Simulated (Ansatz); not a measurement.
Sheets of one type (M2XT2 MXene (fcc sites)-type), plane-wave PAW PBE (Ansatz code); HSE06 gaps on those cells.

| layer | a (Å) | thickness (Å) |
|---|---|---|
| Ta2NS2 | 3.314 | 5.45 |
| V2NS2 | 3.072 | 5.23 |
| Zr2NS2 | 3.439 | 5.73 |
| Sc2NS2 | 3.332 | 5.88 |
| Nb2NTe2 | 3.427 | 6.23 |
| Nb2NS2 | [?] | [?] |
| W2NS2 | 3.032 | 6.09 |

Q: Fill in the missing entries.

A: 
- Nb2NS2, a (Å): 3.306
- Nb2NS2, thickness (Å): 5.49

Began spin-polarised and lost the moments: Ta2NS2, M2XT2 MXene (fcc sites)-type layer; V2NS2, M2XT2 MXene (fcc sites)-type layer; Zr2NS2, M2XT2 MXene (fcc sites)-type layer; Sc2NS2, M2XT2 MXene (fcc sites)-type layer; Nb2NTe2, M2XT2 MXene (fcc sites)-type layer; Nb2NS2, M2XT2 MXene (fcc sites)-type layer; W2NS2, M2XT2 MXene (fcc sites)-type layer. All cells were relaxed under the symmetry of their starts (and spin orders); stability against distortions was not tested throughout. Scalar-relativistic: spin–orbit coupling is off unless named, which matters more the heavier the elements. Constructed layers (a layer type filled with these elements): Ta2NS2, M2XT2 MXene (fcc sites)-type layer; V2NS2, M2XT2 MXene (fcc sites)-type layer; Zr2NS2, M2XT2 MXene (fcc sites)-type layer; Sc2NS2, M2XT2 MXene (fcc sites)-type layer; Nb2NTe2, M2XT2 MXene (fcc sites)-type layer; Nb2NS2, M2XT2 MXene (fcc sites)-type layer; W2NS2, M2XT2 MXene (fcc sites)-type layer.

Potentials: the later of the program's two PAW sets.
